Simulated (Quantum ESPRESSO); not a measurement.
# Computed NMR tensors in AgCl (changed cell)

```
AgCl
1.0
    0.00000     2.75880     2.80039
    2.75880     0.00000     2.80039
    2.75880     2.75880     0.00000
Ag Cl
1 1
Direct
  0.00000   0.00000   0.00000
  0.50000   0.50000   0.50000
```
The cell was made here from a computed Materials Project entry: strained by +1 % along the cube axis and by -0.5 % across it, atoms relaxed (PBE without dispersion, pw.x of a modified build of Quantum ESPRESSO, symmetry kept). The parent is AgCl in Fm-3m. Stability against distortions was not tested. The run has no spin polarisation.

Computed: shieldings by PBE GIPAW on JTH datasets (Quantum ESPRESSO), 25 Ha, k-mesh 8×8×8 shifted, f-sum rule met within 0.002 %.

```
site         site symmetry  σ_iso (ppm)  span Ω (ppm)
-----------  -------------  -----------  ------------
Ag (atom 1)          4/mmm         3378            51
Cl (atom 2)          4/mmm          894             4
```

Ω = σ33 − σ11 of the symmetric part; where symmetry doesn't make it nil, it is less certain than σ_iso.

These are absolute shieldings with no macroscopic susceptibility term; δ = σ_ref − σ needs a reference computed alike. In our sweeps, cutoffs and meshes of this size left a few ppm, and up to some 20 ppm on atoms from Zn on. No spin–orbit coupling; Ag is the heaviest element present. No d partial waves on Cl: the paramagnetic term there is incompletely reconstructed. With so small a Kohn–Sham gap, σ hangs strongly on the functional and the mesh. The structure is static (0 K, no zero-point motion).
